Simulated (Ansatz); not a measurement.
How much do the gradients of LiAu₄Se₄Cl₄O₁₂ depend on the method?

Cell: a Materials Project structure (computed, not necessarily an observed phase), taken as it stands.

```
Li Se Au Cl O
1.0
     4.76084    0.00000    0.00000
     0.31641   10.07456    0.00000
     1.17739    1.79327   10.85929
Li Se Au Cl O
1 4 4 4 12
Direct
  0.53621 0.23738 0.87089
  0.72858 0.86095 0.27167
  0.22557 0.72487 0.89915
  0.83655 0.29050 0.10798
  0.19152 0.14188 0.70412
  0.01496 0.58553 0.17851
  0.01656 0.00842 0.99586
  0.01467 0.42423 0.81922
  0.96196 0.99341 0.49675
  0.42143 0.46151 0.68027
  0.65815 0.50177 0.32493
  0.21291 0.19018 0.43004
  0.70617 0.79906 0.55835
  0.68401 0.95332 0.12737
  0.69667 0.35204 0.96990
  0.02973 0.76241 0.24322
  0.10659 0.18247 0.05858
  0.09003 0.40953 0.11415
  0.94480 0.83611 0.93303
  0.32889 0.65977 0.04378
  0.90693 0.23626 0.75579
  0.91519 0.98883 0.31850
  0.97600 0.61679 0.87027
  0.31605 0.07291 0.84837
  0.00764 0.00361 0.67692
```

Atom numbers follow the list; atoms alike are taken as one site, whose name carries the number of the first.

First run. Level of theory: DFT, PBE, plane waves and PAW, scalar-relativistic, 420 eV cutoff, Γ-centred 7×4×3 k-points, Fermi–Dirac smearing 0.05 eV (Ansatz 0.2.0).

| site | atom | V_zz (10²¹ V/m²) | η |
| --- | --- | --- | --- |
| Se2 | 2 | -29.7 | 0.11 |
| Se3 | 3 | -30.6 | 0.13 |
| Se4 | 4 | -29.9 | 0.14 |
| Se5 | 5 | -30.4 | 0.20 |
| Au6 | 6 | 9.03 | 0.93 |
| Au7 | 7 | 5.95 | 0.66 |
| Au8 | 8 | 6.50 | 0.69 |
| Au9 | 9 | 11.88 | 0.78 |
| Cl10 | 10 | 24.2 | 0.14 |
| Cl11 | 11 | 29.7 | 0.01 |
| O15 | 15 | 12.77 | 0.65 |
| O18 | 18 | 14.98 | 0.95 |
| O21 | 21 | 13.26 | 0.81 |
| O22 | 22 | 14.60 | 0.98 |

Second run. The same atoms and settings, except that the functional is r2SCAN and the cutoff is 500 eV.

Task: What does the second run give?

Result: 

```
site  atom   V_zz     η  change of V_zz
 Se2     2  -31.7  0.10           -2.05
 Se3     3  -32.6  0.12           -1.97
 Se4     4  -31.9  0.13           -1.97
 Se5     5  -32.6  0.20           -2.17
 Au6     6   5.85  0.64           -3.18
 Au7     7   8.75  0.83           +2.80
 Au8     8  -8.08  0.27               –
 Au9     9   8.69  0.17           -3.19
Cl10    10   23.5  0.13           -0.70
Cl11    11   29.2  0.01           -0.54
 O15    15  13.50  0.60           +0.73
 O18    18  15.49  0.95           +0.51
 O21    21  13.95  0.78           +0.69
 O22    22  15.17  0.99           +0.57
```

The largest change of V_zz along a kept axis is on Au9, from 11.88 to 8.69. The whole tensor moves most on Au7, by 5.64 along its most changed direction. In per cent, |V_zz| changes by +6 to +7 on Se, -35 to +47 on Au, -3 to -2 on Cl, +3 to +6 on O (all sites that start above 2, bar those whose gradient vanishes or changes sign or whose main axis turns by over 40°). Where |V_zz| stays above 0.1 and the axes keep their order, η moves most on Au9, from 0.78 to 0.17. On Au8 the largest principal value lies along another axis in the second run, so the two V_zz can't be compared directly. The table leaves out 11 of the 25 sites, with |V_zz| up to 29.20; their tensors move by 0.82 at most along any direction. The statements above cover all sites.

The run finds no gap above 0.1 eV (a metal, or nearly one), so the gradients can move by 10 % or more with the k-mesh. Spin–orbit coupling is left out, which shifts gradients on Au by a few per cent in wide-gap crystals, and can shift them far more where the calculated gap is small or absent, as here.
For the first run: The largest force is 0.3 eV/Å, so the atoms aren't at the calculated equilibrium and relaxing them would move these values. With these PAW files V_zz is typically within 2 to 3 % of all-electron values, but misses above 10 % occur on Li.
For the second run: The largest force is 1.2 eV/Å, so the atoms aren't at the calculated equilibrium and relaxing them would move these values. With these PAW files V_zz is typically within 2 to 3 % of all-electron values, but misses above 10 % occur on Au, Li.
